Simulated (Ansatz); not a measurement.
# LaH$_{2}$Rh$_{3}$: zone-centre modes

Computed with Ansatz 0.2.0, DFT PBE, scalar-relativistic, plane waves, PAW. Plane waves to 420 eV; Γ-centred k mesh 12×12×12; Gaussian smearing of 0.10 eV. No spin polarisation. Phonons by linear response, acoustic sum rule imposed.

Relaxed structure:
```yaml
crystal:
  lattice:
    - [2.33770, 1.34967, 4.24155]
    - [-2.33770, 1.34967, 4.24155]
    - [0.00000, -2.69934, 4.24155]
  atoms:
    - { symbol: La, position: [0.50000, 0.50000, 0.50000] }
    - { symbol: H, position: [0.14081, 0.14081, 0.14081] }
    - { symbol: H, position: [0.85919, 0.85919, 0.85919] }
    - { symbol: Rh, position: [0.00000, 0.00000, 0.00000] }
    - { symbol: Rh, position: [0.29999, 0.29999, 0.29999] }
    - { symbol: Rh, position: [0.70001, 0.70001, 0.70001] }
```

The structure comes from a generated guess, relaxed at this level; another structure or a mixture of phases may lie lower. In a metal, frequencies depend on the k mesh and the smearing, soft modes most.

Q: Is this structure stable against zone-centre distortions?

A: Yes, at Γ: no optical mode is imaginary. Strains and other wave vectors aren't tested by this run.

Q: List the optical modes at Γ (i marks imaginary ones).

A:
```tsv
frequency (THz)	degeneracy
2.66	1
2.75	2
3.75	1
4.59	2
5.30	1
5.50	2
20.20	2
20.75	2
22.95	1
32.36	1
```
